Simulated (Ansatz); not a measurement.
Y3Ge: from a starting cell to a relaxed one

The relaxed structure here is a generated cell of Y3Ge: the first start was made by placing the elements on the sites of a structure type, and the end was not matched to a known phase here, so it may be hypothetical.

The start is a generated trial cell of Y3Ge in the AFLOW prototype AB3_mC16_12_g_ij (D0_15, as in AlCl3). A full variable-cell relaxation at zero pressure is run with r2SCAN (plane waves to 500 eV, PAW, scalar-relativistic; Ansatz, a first-principles code). The first steps use a coarse 4×4×4 k-mesh.

The start:
```
Y3Ge
1.0
    3.45969    -5.98690     0.00000
    3.45969     5.98690     0.00000
   -2.25264     0.00000     6.83135
Ge Y
2 6
Cartesian
  3.45969  -3.99685   0.00000
  3.45969   3.99685   0.00000
  0.97582   0.00000   1.54593
  3.69093   0.00000   5.28541
  4.69560  -2.13960   1.53569
 -0.02885  -2.13960   5.29566
 -0.02885   2.13960   5.29566
  4.69560   2.13960   1.53569
```

Question: How large is the pressure on the unrelaxed cell, and of which sign?

Answer: +2 GPa (positive: the cell is compressed).

Question: What is the largest force in the starting geometry, and on which atom (counted from 1)?

Answer: About 1.9 eV/Å, on Y3, Y4 (atoms numbered as listed).

Question: How much energy is released per atom?

Answer: 0.23 eV/atom.

Question: How does the volume per atom move from start to end?

Answer: -10.6 %, from 35.37 to 31.63 Å³/atom.

Question: How do the shortest distances between atoms change?

Answer: The closest pairs of elements (up to four, under 3.6 Å), start → end: Ge–Y 2.70 → 2.83 Å.

Question: What band gap does the relaxed structure have at this level?

Answer: Zero (metallic).

Question: Write out the relaxed structure.

Answer: 
Space group C2/m (No. 12); a = 6.853 Å, b = 11.780 Å, c = 6.662 Å, α = γ = 90.00°, β = 109.80°

```csv
atom,site,symmetry,x,y,z
Ge,4g,2,0.0000,0.1690,0.0000
Y,4i,m,0.2675,0.0000,0.2528
Y,8j,1,0.2519,0.3388,0.2643
```
(The calculation used a cell of 8 atoms; values per cell refer to that cell.)

The space group stays C2/m (No. 12) (the run could not lower it); the end is AFLOW prototype AB3_mC16_12_g_ij (D0_15, as in AlCl3), with 8 atoms in the primitive cell. Final values are on a 8×8×8 k-mesh of the relaxed cell. No spin polarisation in the result.

The run could not lose the symmetry of its start: the end is stationary, and may be a saddle point rather than a minimum.
